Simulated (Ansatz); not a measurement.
## Structure relaxation, Rb

The start is a generated trial cell of Rb in the AFLOW prototype A_oC8_64_f (A14, as in I). Cell shape, volume and atoms are optimised at zero target pressure with r2SCAN (plane waves to 500 eV, PAW, scalar-relativistic; Ansatz, an electronic-structure program).

Ansatz input (later rounds restart from its end on a renewed k-mesh):
Ansatz 0.2 input:
```yaml
crystal:
  lattice:
    - [4.5942275, -3.0072673, 0]
    - [4.5942275, 3.0072673, 0]
    - [0, 0, 12.6430217]
  atoms:
    - { symbol: Rb, position: [0.84515, 0.15485, 0.1175] }
    - { symbol: Rb, position: [0.15485, 0.84515, 0.8825] }
    - { symbol: Rb, position: [0.34515, 0.65485, 0.3825] }
    - { symbol: Rb, position: [0.65485, 0.34515, 0.6175] }
basis: { ecutwfc: 500, ecutrho_ratio: 4, xc_grid: 4, fft_grid_basis: typed }
kpoints: { mp_grid: { grid: [9, 9, 4] } }
hamiltonian:
  xc: r2scan
  dispersion: none
  pseudopotentials: { kind: paw }
scf: { occupations: { method: fermi_dirac, width: 0.05 } }
relax: { f_tol: 0.01, max_steps: 100, cell: { stress_tol: 0.02 } }
output: { forces: true, stress: true }
```

**Question.** What pressure does the first self-consistent step give?

**Answer.** +0.4 GPa (positive: the cell is compressed).

**Question.** Which atoms feel the largest initial force, and how large is it?

**Answer.** 0.42 eV/Å, on Rb1, Rb2, Rb3, Rb4 (atoms numbered as listed).

**Question.** What symmetry does the relaxed structure have?

**Answer.** The space group goes from Cmce (No. 64) to Fmmm (No. 69), with 1 atom in the primitive cell.

**Question.** How does the volume change?

**Answer.** +8.8 %, from 87.34 to 95.04 Å³/atom.

**Question.** What band gap does the relaxed structure have at this level?

**Answer.** Zero (metallic).

**Question.** Give the final cell and atomic positions.

**Answer.** 
Space group Fmmm (No. 69); a = 6.971 Å, b = 7.288 Å, c = 7.482 Å, α = β = γ = 90.00°

```json
[
 {"atom": "Rb", "site": "4a", "symmetry": "mmm", "x": "0.0000", "y": "0.0000", "z": "0.0000"}
]
```
(The calculation used a cell of 1 atom; values per cell refer to that cell.)

Final values are on a 11×11×11 k-mesh of the relaxed cell. No spin polarisation in the result.

The run could not lose the symmetry of its start: the end is stationary, and may be a saddle point rather than a minimum.

The relaxed structure here is a generated cell of Rb: the first start was made by placing the elements on the sites of a structure type, and the end was not matched to a known phase here, so it may be hypothetical. Known forms of Rb include space group No. 229.
